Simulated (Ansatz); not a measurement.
An elastic tensor (GPa, Voigt order, standard axes) from plane-wave PAW PBEsol (Ansatz code):

```
      1     2     3     4     5     6
-  ----  ----  ----  ----  ----  ----
1   175  99.5  99.5   0.0   0.0   0.0
2  99.5   175  99.5   0.0   0.0   0.0
3  99.5  99.5   175   0.0   0.0   0.0
4   0.0   0.0   0.0  50.7   0.0   0.0
5   0.0   0.0   0.0   0.0  50.7   0.0
6   0.0   0.0   0.0   0.0   0.0  50.7
```

Which compound is it?
A) HfW2, cubic Laves (MgCu2 type)
B) ScIr2, cubic Laves (MgCu2 type)
C) SrNbO3, cubic perovskite
D) SrRh2, cubic Laves (MgCu2 type)

D, SrRh2, cubic Laves (MgCu2 type)

Space group Fd-3m (cubic Laves (MgCu2 type)). The workflow started from an entry of the Crystallography Open Database (COD). Whether it is the stable phase at ambient conditions was not checked. Symmetry was held in the PBEsol relaxation; its stability against distortions is not shown here. No spin polarisation was allowed. As this level gives no gap, shear constants depend on the k-mesh and smearing (Fermi–Dirac, 0.1 eV here).

Potentials: the later of the program's two PAW sets.
